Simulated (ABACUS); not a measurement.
# One base run on Te (P3_121, 3 atoms in the cell; from Materials Project mp-19, lattice scaled a little) and variants with one or two settings moved

```xyz
3
Lattice="4.6524 0.0000 0.0000 -2.3262 4.0291 0.0000 0.0000 0.0000 5.9656" Properties=species:S:1:pos:R:3 pbc="T T T"
Te     1.1943     0.0000     1.9885
Te    -0.5971     1.0343     3.9770
Te     1.7291     2.9948     0.0000
```

Base run A: LDA (PW92), numerical atomic orbitals TZDP (confined pseudo-atomic orbitals; energy shift 0.003 Ry), PseudoDojo 0.4 standard norm-conserving LDA (tails mended) pseudopotentials (ABACUS 3.10.1), self-consistent single point.

Its settings: basis = TZDP numerical atomic orbitals, energy shift 0.003 Ry; KPT = MP 7 7 5 0 0 0; basis_type = lcao; dft_functional = PWLDA; ecutwfc = 100 Ry; smearing_method = mv; smearing_sigma = 0.0199916 Ry; potentials = PseudoDojo 0.4 standard norm-conserving LDA (tails mended); symmetry = 1; symmetry_prec = 1e-05; ks_solver = genelpa; scf_nmax = 100; scf_thr = 1.0e-07; mixing_type = pulay; mixing_beta = 0.4.

Spin-orbit coupling is left out, which matters for bands and gaps with elements this heavy. The atom-centred basis is finite, which shifts total energies against plane waves. Forces and stress are left out: the polarisation orbitals used for some of these elements are too diffuse to give them reliably, and gaps can carry the same lack. The structure comes from a collection of computed structures, made at another level of theory; the collection holds predicted forms beside known ones. Its lattice was then scaled.

ΔF is the free energy per atom less that of run A. 

Runs:
- B: symmetry: 1 → -1; symmetry_prec: 1e-05 → default
- C: smearing_sigma: 0.0199916 Ry → 0.00183747 Ry
- D: scf_nmax: 100 → 200; mixing_ndim: default → 4
- E: scf_nmax: 100 → 200; mixing_gg0: default → 0.5
- F: ecutwfc: 100 Ry → 150 Ry

| run | ΔF (meV/atom) | k-points |
|---|---|---|
| A | 0.00 | 32 |
| B | 0.01 | 245 |
| C | -2.7 | 32 |
| D | 0.00 | 32 |
| E | 0.00 | 32 |
| F | -0.04 | 32 |

Run B against A: The free energy is nearly the same (within 1 meV/atom).

Run C against A: The free energy drops by 2.7 meV/atom.

Run E against A: The free energy hardly moves (within 1 meV/atom).

The atomic orbitals were generated for these runs; they are not ABACUS's published sets and were checked against plane waves on a few crystals only.

“Tails mended”: in these copies of the files the far tail of each local potential was reset to the Coulomb form.
